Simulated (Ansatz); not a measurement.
**Relaxation of Rb**

The calculation used Ansatz 0.2.0, DFT PBEsol, scalar-relativistic, plane waves, PAW. Settings: 420 eV cutoff, 10×10×10 k-mesh, Gaussian smearing of 0.10 eV, no spin polarisation.

What was changed: uniaxial strain along c, with a, b and atoms relaxed: +4.0 %.

Command:

```bash
ansatz run input.yaml --threads 1 --pin off --max-ram 2560MiB --backend cpu --events-out ev --progress --plain --runs-dir out
```

Input:

```yaml
crystal:
  lattice:
    - [5.516129642, 0.0, 0.0]
    - [0.0, 5.516129642, 0.0]
    - [0.0, 0.0, 5.7947220481]
  atoms:
    - { symbol: Rb, position: [0.0, 0.0, 0.0] }
    - { symbol: Rb, position: [0.5, 0.5, 0.5] }
basis:
  ecutwfc: 420
kpoints:
  mp_grid: { grid: [10, 10, 10] }
hamiltonian:
  xc: pbesol
scf:
  occupations: { method: gaussian, width: 0.1 }
output:
  forces: true
  stress: true
  eigenvalues: true
relax:
  adjacent_minimum: "off"
  f_tol: 0.008
  max_steps: 40
  cell: { stress_tol: 0.015, fix: [c, angles] }
```

F is the free energy. Steps run on the plane waves of an earlier cell, but the last one, and at times one on the way, on a freshly chosen basis, so a repeated geometry can differ a little in energy. The held parts of the cell keep their stress, so P needn't end at zero.

Steps:

| step | F − F(1) (eV) | largest force component (eV/Å) | V (Å³/atom) | P (GPa) |
| --- | --- | --- | --- | --- |
| 1 | 0.0000 | 0.000 | 88.160 | -0.06 |
| 2 | -0.0001 | 0.000 | 88.008 | -0.05 |
| 3 | -0.0008 | 0.000 | 86.070 | 0.01 |
| 4 | -0.0008 | 0.000 | 86.070 | 0.01 |

Relaxed structure:

```
CELL_PARAMETERS angstrom
5.45037 0.00000 0.00000
0.00000 5.45037 0.00000
0.00000 0.00000 5.79472
ATOMIC_POSITIONS crystal
Rb 0.00000 0.00000 0.00000
Rb 0.50000 0.50000 0.50000
```

The structure is tetragonal, space group I4/mmm (No. 139). The conventional cell has a = 5.450 Å, b = 5.450 Å, c = 5.795 Å, α = 90.00°, β = 90.00°, γ = 90.00°.

The run converged. Time: 52 s on 1 thread of Arm Neoverse V2, on a shared host, peak memory 0.55 GiB.